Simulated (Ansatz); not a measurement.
LiF:
```
CELL_PARAMETERS angstrom
      0.00000     2.03409     2.03409
      2.03409     0.00000     2.03409
      2.03409     2.03409     0.00000
ATOMIC_POSITIONS crystal
  Li 0.00000 0.00000 0.00000
  F  0.50000 0.50000 0.50000
```

Relaxed with PBE. Special points in fractions of this cell's reciprocal vectors: Γ (0.000, 0.000, 0.000); X (0.500, 0.000, 0.500); U (0.625, 0.250, 0.625); K (0.375, 0.375, 0.750); L (0.500, 0.500, 0.500); W (0.500, 0.250, 0.750).

### Question
List the band energies nearest the valence-band maximum at these points for DFT-PBE in the program Ansatz with PAW potentials.

### Answer
In eV from the valence-band maximum; about four levels below and three above (degenerate sets whole), none deeper than 8.9 eV; … stands for higher levels left out; points with the same levels are listed once.

```
k              below    above
-  -----------------  -------
Γ     0.00 0.00 0.00   8.83 …
X  -2.87 -0.95 -0.95  14.54 …
U  -2.39 -1.50 -0.70  14.30 …
L  -2.43 -0.22 -0.22  10.64 …
W  -1.98 -1.98 -0.77        …
```

Space group Fm-3m (rock salt). The PBE relaxation kept the symmetry of its start.

Potentials: the later of the program's two PAW sets.
